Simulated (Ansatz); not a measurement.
Ca3SnH2 in space group Cmcm (No. 63; Ca on 4c, Ca on 8g, Sn on 4c, H on 8e), plane-wave PAW r²SCAN (Ansatz code). The conduction-band minimum lies at Γ, with 1 equivalent valley. Second derivatives d²E/dk² of the lowest band at one valley (eV·Å²), along Cartesian directions:

| direction | d²E/dk² |
|---|---|
| [100] | 11.02 |
| [010] | 12.23 |
| [001] | 57.37 |
| [110] | 11.63 |
| [101] | 34.20 |
| [011] | 34.81 |

### Question
Find the principal effective masses, the density-of-states mass and the conductivity mass.

### Answer
Off-diagonal terms follow from H_xy = H[110] − (H_xx + H_yy)/2, and m*/mₑ = 7.620 eV·Å² over each eigenvalue: 0.13, 0.62, 0.69. One valley's DOS mass (m₁m₂m₃)^(1/3) = 0.39, conductivity mass 3/(Σ 1/mᵢ) = 0.28 mₑ.

### Question
What effective density of states Nc follows at 300 K for parabolic valleys?

### Answer
Nc = 2.509e19 × 1 × (0.39)^(3/2) ≈ 6.1e18 cm⁻³.

The workflow started from a Materials Project entry (that database holds measured and hypothetical structures alike); the Crystallography Open Database files this formula in space group No. 63, but the cells were not matched. Whether it is the stable phase at ambient conditions was not checked. The cell was relaxed with r²SCAN under the symmetry of its start; its stability against distortions is not shown here. Scalar-relativistic: spin–orbit coupling is off unless named, which matters more the heavier the elements.

Potentials: the later of the program's two PAW sets.

Edges and masses are those of Kohn–Sham bands, whose gap is no quasiparticle gap.
